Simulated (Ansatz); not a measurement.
Input and command of a plane-wave DFT calculation in Ansatz:

```yaml
crystal:
  lattice:
    - [-2.1683824204, 2.1683824204, 4.8436594325]
    - [2.1683824204, -2.1683824204, 4.8436594325]
    - [2.1683824204, 2.1683824204, -4.8436594325]
  atoms:
    - { symbol: Ca, position: [0.5, 0.5, 0.0] }
    - { symbol: Ca, position: [0.25, 0.75, 0.5] }
    - { symbol: Ca, position: [0.75, 0.25, 0.5] }
    - { symbol: H, position: [0.0, 0.0, 0.0] }
basis:
  ecutwfc: 420
kpoints:
  mp_grid: { grid: [6, 6, 6] }
hamiltonian:
  xc: pbe
scf:
  occupations: { method: gaussian, width: 0.1 }
  lower_state_search: "off"
output:
  forces: true
  stress: true
  eigenvalues: true
relax:
  adjacent_minimum: "off"
  f_tol: 0.04
  max_steps: 70
  cell: { stress_tol: 0.4 }
```

```bash
ansatz run input.yaml --threads 1 --pin off --max-ram 2560MiB --backend cpu --events-out ev --progress --plain --runs-dir out
```

Processor: Arm Neoverse V1, 1 thread, on a host shared with other jobs.

Question: How long does it run, and how much memory does it take?

Answer: About 36 s on 1 thread of Arm Neoverse V1, on a shared host, peak memory 0.43 GiB. It solves 20 bands at 30 k points (the mesh reduced by the symmetry that the task leaves, which can be less than the crystal's) with about 2643 plane waves (on the last cell), in 50 SCF iterations over 9 ionic steps.
